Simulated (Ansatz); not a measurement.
GeSe$_{2}$ in space group P6_3/mmc (No. 194; Ge on 2c, Se on 4f), plane-wave PAW PBE (Ansatz code), all energies at zero smearing, with the estimated change up to a 700 eV cutoff added, with one set of potentials and settings (totals compare only within such a set). Cell of 6 atoms (2 Ge, 4 Se): -30465.880 eV.

| element | reference phase | E (eV/atom) |
|---|---|---|
| Ge | Fd-3m, 2 atoms in the cell | -4294.9847 |
| Se | P3_121, 3 atoms in the cell | -5469.0798 |

Formation energy per atom, worked out: (-30465.880 − 2×(-4294.9847) − 4×(-5469.0798))/6 = 0.068 eV/atom (7 kJ per mol of atoms), at 0 K, without zero-point energy or fitted corrections.

A made-up cell: these elements were put on the sites of a structure type; neither database checked (COD, Materials Project) lists it. Whether it is the stable phase at ambient conditions was not checked. Symmetry was held in the PBE relaxation; whether a distortion lowers the energy is not shown. A crystal of weakly bound layers computed without a dispersion correction: the cell and the soft elastic constants depend strongly on that. The references are the lowest solids computed at this level, not always the standard phases.

Potentials: the later of the program's two PAW sets.
